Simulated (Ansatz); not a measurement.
input.yaml

```yaml
crystal:
  lattice:
    - [5.9085268334, 0.0, 0.0]
    - [0.0, 6.5169368715, 0.0]
    - [0.0, 0.0, 26.9504649889]
  atoms:
    - { symbol: O, position: [0.0, 0.0, 0.2968408895] }
    - { symbol: O, position: [0.5, 0.0, 0.2968408895] }
    - { symbol: Ti, position: [0.0, 0.5, 0.3441442765] }
    - { symbol: Ti, position: [0.5, 0.5, 0.3441442765] }
    - { symbol: Ti, position: [0.25, 0.0, 0.3441442765] }
    - { symbol: Ti, position: [0.75, 0.0, 0.3441442765] }
    - { symbol: O, position: [0.25, 0.3043792196, 0.3441442765] }
    - { symbol: O, position: [0.75, 0.3043792196, 0.3441442765] }
    - { symbol: O, position: [0.25, 0.6956207804, 0.3441442765] }
    - { symbol: O, position: [0.75, 0.6956207804, 0.3441442765] }
    - { symbol: O, position: [0.0, 0.0, 0.3914476636] }
    - { symbol: O, position: [0.5, 0.0, 0.3914476636] }
    - { symbol: O, position: [-0.0005647544, 0.5000195856, 0.412846965] }
    - { symbol: O, position: [0.5004980034, 0.4998930327, 0.4128493267] }
    - { symbol: Ti, position: [0.0001813441, -0.0001717384, 0.4583706198] }
    - { symbol: Ti, position: [0.4998229612, 7.6958e-05, 0.4583199977] }
    - { symbol: Ti, position: [0.2497698739, 0.4999346992, 0.4683931916] }
    - { symbol: Ti, position: [0.7497354082, 0.4999679761, 0.468690415] }
    - { symbol: O, position: [0.2501643665, 0.8107610657, 0.4687879779] }
    - { symbol: O, position: [0.7497158273, 0.811288307, 0.4696828485] }
    - { symbol: O, position: [0.2497013859, 0.1891896073, 0.468806051] }
    - { symbol: O, position: [0.7498868829, 0.188575811, 0.4697325181] }
    - { symbol: O, position: [0.0003365171, 0.5001236302, 0.5083870155] }
    - { symbol: O, position: [0.4993191394, 0.499930741, 0.5084053689] }
basis:
  ecutwfc: 420
kpoints:
  mp_grid: { grid: [3, 3, 1] }
hamiltonian:
  xc: pbe
  dispersion: d3bj
scf:
  occupations: { method: gaussian, width: 0.05 }
output:
  forces: true
  eigenvalues: true
  write_density: true
  volumetric_format: npy
efield:
  axis: 3
  dipole_correction: true
  ramp_width: 0.04
```

Command:
```bash
ansatz run input.yaml --threads 8 --pin off --max-ram 20480MiB --backend cpu --events-out ev --progress --plain --runs-dir out
```

These are results of DFT PBE+D3(BJ), scalar-relativistic, plane waves, PAW in Ansatz, not measurements.

Abridged output (final results; tables in files aren't shown):

```
SCF 1 converged in 11 iterations: F = -29109.342262 eV  dr2 = 6.96e-8
SCF converged after 11 iterations
Free energy (F): -29109.342262 eV
Harris-Foulkes:  -29109.342262 eV  (|F-HF|=2.00e-8)
Internal energy: -29109.342262 eV  (E = F + TS)
E sigma→0 (E₀):  -29109.342262 eV
Fermi energy:    -2.061649 eV
Dipole field:    D = 0.008831 V/Å  (p = 0.050648 e·Å, saw-weighted, corrected)
Work function:   Φ+ = 5.8922 eV   Φ− = 6.1302 eV
Levels:          The Fermi level and band energies are counted from a zero that moves with the ramp; work functions are not
--- Per-component energies (eV) ---
  E_band       = -3882.017765
  E_kinetic    = 4978.550945
  E_local      = -244251.078421  (includes V_loc(G=0)·N_el)
  E_nonlocal   = 792.190383
  E_hartree    = 119496.966480
  E_xc         = -1966.057752
  E_vxc        = -2489.119699  (∫ρ·V_xc dr)
  E_paw        = -10889.670897  (= ΣΔE_a)
  E_vpaw       = -1906.477875  (= ΣTr[D̂ρ^β])
  E_aug_tail   = 0.040310  (compensation charges beyond the density's cutoff)
  E_efield     = 0.000224  (sawtooth field / dipole correction)
  E_vefield    = -0.070121  (∫n·V_field dr)
  E_ewald      = 102733.774056
  E_disp       = -4.057591  (pairwise vdW)
  E_smearing   =  0.000000  (= −TS)
--- Forces (eV/Å), atoms counted from 1 ---
  atom   1  O      0.00216120    -0.00004284     2.45519834
  atom   2  O     -0.00212413    -0.00002337     2.45524256
  atom   3  Ti    -0.01380300    -0.00036951     3.11981060
  atom   4  Ti     0.01358722    -0.00125728     3.11861709
  atom   5  Ti    -0.00387722     0.00025673    -5.37092648
  atom   6  Ti     0.00392452     0.00014646    -5.36587493
  atom   7  O     -0.00020827     0.80521851    -1.00989970
  atom   8  O     -0.00028688     0.80282242    -1.02236578
  atom   9  O      0.00092805    -0.80540825    -1.00884293
  atom  10  O     -0.00154878    -0.80295076    -1.02135432
  atom  11  O     -0.02849065    -0.00127485     1.85653518
  atom  12  O      0.02693184     0.00234297     1.83209568
  atom  13  O      0.00445962    -0.00052727    -0.03315247
  atom  14  O     -0.00416829     0.00055611    -0.03240345
  atom  15  Ti    -0.05779249     0.00034213    -0.12203775
  atom  16  Ti     0.05113637     0.00112119    -0.09231774
  atom  17  Ti     0.00140799     0.00098340     0.08926263
  atom  18  Ti    -0.00072142    -0.00125491     0.06250471
  atom  19  O     -0.01440810     0.08170076     0.11255576
  atom  20  O      0.00938693     0.04335007     0.01299166
  atom  21  O      0.00419112    -0.08317731     0.11140136
  atom  22  O      0.00836365    -0.04063916     0.01085862
  atom  23  O     -0.00354080    -0.00084610    -0.07646211
  atom  24  O      0.00449199    -0.00106981    -0.08160370
--- Band table (eV; the first three rows and the last of 5) ---
  k-point 0: bands = ["-60.1419", "-60.0996", "-60.0599", "-60.0186", "-59.5623", "-59.5185", "-59.3978", "-59.3563", "-36.6831", "-36.5942", "-36.5370", "-36.4967", "-36.4092", "-36.3822", "-36.3481", "-36.3214", "-36.2919", "-36.2165", "-36.2014", "-36.1406", "-36.1382", "-35.9051", "-35.8485", "-35.8335", "-35.8081", "-35.7432", "-35.6962", "-35.6775", "-35.6731", "-35.6367", "-35.5734", "-35.4481", "-21.2112", "-20.8597", "-20.6043", "-20.5871", "-20.1317", "-20.0515", "-19.9920", "-19.9858", "-19.8575", "-19.6540", "-19.6426", "-19.5488", "-19.1596", "-19.0690", "-18.2615", "-18.1304", "-8.7280", "-8.6774", "-8.2209", "-8.0183", "-7.7362", "-7.6715", "-7.5648", "-7.5502", "-7.4595", "-7 ...
  k-point 1: bands = ["-60.1419", "-60.0996", "-60.0598", "-60.0186", "-59.5623", "-59.5185", "-59.3979", "-59.3563", "-36.6858", "-36.5972", "-36.5371", "-36.4967", "-36.4019", "-36.3821", "-36.3483", "-36.3133", "-36.2938", "-36.2164", "-36.2027", "-36.1384", "-36.1381", "-35.9038", "-35.8486", "-35.8419", "-35.8046", "-35.7432", "-35.7057", "-35.6775", "-35.6691", "-35.6368", "-35.5734", "-35.4482", "-21.0796", "-20.6897", "-20.6257", "-20.5854", "-20.3045", "-20.2719", "-20.1457", "-19.8048", "-19.7366", "-19.6846", "-19.6447", "-19.6327", "-19.1480", "-19.0688", "-18.2537", "-18.1299", "-8.3241", "-8.2543", "-8.1887", "-8.0681", "-8.0195", "-8.0020", "-7.5620", "-7.4667", "-7.3718", "-7 ...
  k-point 2: bands = ["-60.1316", "-60.1100", "-60.0496", "-60.0289", "-59.5514", "-59.5294", "-59.3875", "-59.3667", "-36.5721", "-36.5271", "-36.5038", "-36.4835", "-36.3806", "-36.3731", "-36.3557", "-36.3360", "-36.3218", "-36.2921", "-36.2556", "-36.2321", "-36.0245", "-35.8403", "-35.8269", "-35.8141", "-35.7951", "-35.7649", "-35.7494", "-35.6901", "-35.6785", "-35.6519", "-35.5997", "-35.5663", "-20.9965", "-20.6672", "-20.6407", "-20.4639", "-20.2197", "-20.1037", "-20.0133", "-19.9264", "-19.8042", "-19.7723", "-19.6749", "-19.5917", "-19.2255", "-19.2119", "-18.2661", "-18.2018", "-8.3984", "-8.3350", "-7.9632", "-7.9213", "-7.7107", "-7.7024", "-7.6793", "-7.6085", "-7.5222", "-7 ...
  k-point 4: bands = ["-60.1316", "-60.1100", "-60.0496", "-60.0289", "-59.5515", "-59.5294", "-59.3875", "-59.3668", "-36.5746", "-36.5272", "-36.5038", "-36.4862", "-36.3757", "-36.3725", "-36.3558", "-36.3372", "-36.3204", "-36.2860", "-36.2569", "-36.2305", "-36.0237", "-35.8403", "-35.8319", "-35.8134", "-35.7944", "-35.7649", "-35.7493", "-35.6958", "-35.6777", "-35.6520", "-35.5997", "-35.5662", "-20.9060", "-20.6582", "-20.4956", "-20.4274", "-20.2436", "-20.1645", "-20.0462", "-19.9962", "-19.8942", "-19.8524", "-19.6961", "-19.5704", "-19.2167", "-19.2129", "-18.2623", "-18.2029", "-7.9870", "-7.9767", "-7.9431", "-7.8640", "-7.7043", "-7.5969", "-7.5044", "-7.4925", "-7.4250", "-7 ...
```

The calculation finished and met its thresholds.

The run took 15 s on 8 threads of Intel(R) Xeon(R) Processor @ 2.70GHz, on a shared host, peak memory 2.8 GiB.